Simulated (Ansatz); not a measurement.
Values for one crystal, relaxed and computed with PBE+D3(BJ) in the plane-wave PAW code Ansatz; other levels are named.

```yaml
volume_per_atom: 21.44 Å³
electronic_character: metallic (no gap)
Density of states at the Fermi level: 0.07 states/eV per atom (mean over ±0.08 eV)
Formation energy from the elements (no fitted shifts): -0.81 eV/atom
```

Question: Which of these materials gives this?
(A) TiHSe2, P3m1 (Se on 1c, Ti on 1a, Se on 1b, H on 1b)
(B) TaSe2, P-3 (Pearson symbol hP39)
(C) CuZrSe2, P-3m1 (Se on 2d, Zr on 1a, Cu on 1b)
(D) EuSnSe2, P-3m1 (Se on 2d, Sn on 1a, Eu on 1b)

Answer: B, TaSe2, P-3 (Pearson symbol hP39)

The start of the workflow was typed in or built on a structure type; neither database checked (COD, Materials Project) lists it. COD files the formula under space group No. 2, 42, 166, 186, 194. Its standing as an ambient phase is unchecked. The cell was relaxed with PBE+D3(BJ) under the symmetry of its start; whether a distortion lowers the energy is not shown. No spin polarisation was allowed. With an odd number of electrons in the cell and no spin polarisation, the count alone makes it a metal. The references are the lowest solids computed at this level, not always the standard phases. Scalar-relativistic: spin–orbit coupling is off unless named, which matters more the heavier the elements.

Potentials: the later of the program's two PAW sets.
